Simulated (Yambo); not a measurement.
RPA spectrum of CdTe (zinc blende, space group F-43m, No. 216) on LDA bands in Yambo (10×10×10 mesh, 57 bands, 4 Ry local-field block, 0.2 eV broadening; field along x). CGrdSpXd merges neighbouring transition energies to save time; the report line [X-CG] gives the poles kept by one of the 4 MPI tasks, and where the merging fails may depend on that split.

```csv
CGrdSpXd asked (%),share reached (%),poles used (one task),static ε,largest change of Im ε (% of its maximum),rough time
100,100,4589,10.6,0.0,1
70,69,3173,10.6,0.0,within a factor of two
30,25,1158,10.6,0.5,about 1/2
15,12,551,11.5,78,about 1/3
5,1,67,11.6,78,about 1/4
```

All runs end normally. In the runs at 15 %, 5 % few poles are left or the spectrum changes by over a quarter of its peak, and no warning says so. Times are rough ratios from shared machines. The k mesh wasn't tested; the rows compare only with each other.

Spin-orbit coupling is not included.

Geometry relaxed with LDA; primitive cell a = b = c = 4.5316 Å, α = β = γ = 60.00°.
